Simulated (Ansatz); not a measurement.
Cu Kα1 powder pattern (kinematic, no thermal factors).
| 2θ (°) | relative intensity |
| --- | --- |
| 12.42 | 3 |
| 24.99 | 2 |
| 27.55 | 5 |
| 32.88 | 100 |
| 37.88 | 12 |
| 38.29 | 23 |
| 40.41 | 1 |
| 46.27 | 3 |
| 52.72 | 2 |
| 54.96 | 27 |
| 55.27 | 14 |
| 65.26 | 12 |
| 65.83 | 25 |
| 68.96 | 8 |
| 79.90 | 1 |
| 80.95 | 2 |
| 81.98 | 4 |

The pattern is computed from a structure relaxed with DFT PBE, scalar-relativistic, plane waves, PAW (Ansatz). No spin polarisation. Its elements are Ga, In, N.

Q: Give the structure.

A: InGa2N3.
Space group I-4m2 (No. 119). a = 3.321 Å, b = 3.321 Å, c = 14.241 Å, α = 90.00°, β = 90.00°, γ = 90.00°
```
atom  site  symmetry       x       y       z
  In    2a      -4m2  0.0000  0.0000  0.0000
  Ga    4e      2mm. 0.5000  0.5000  0.1728
   N    2d      -4m2  0.5000  0.0000  0.2500
   N    4f      2mm. 0.0000  0.5000  0.4035
```

A pattern alone doesn't exclude other cells with like lines; this is the one computed.

The structure comes from a generated guess; another structure or a mixture of phases may lie lower.
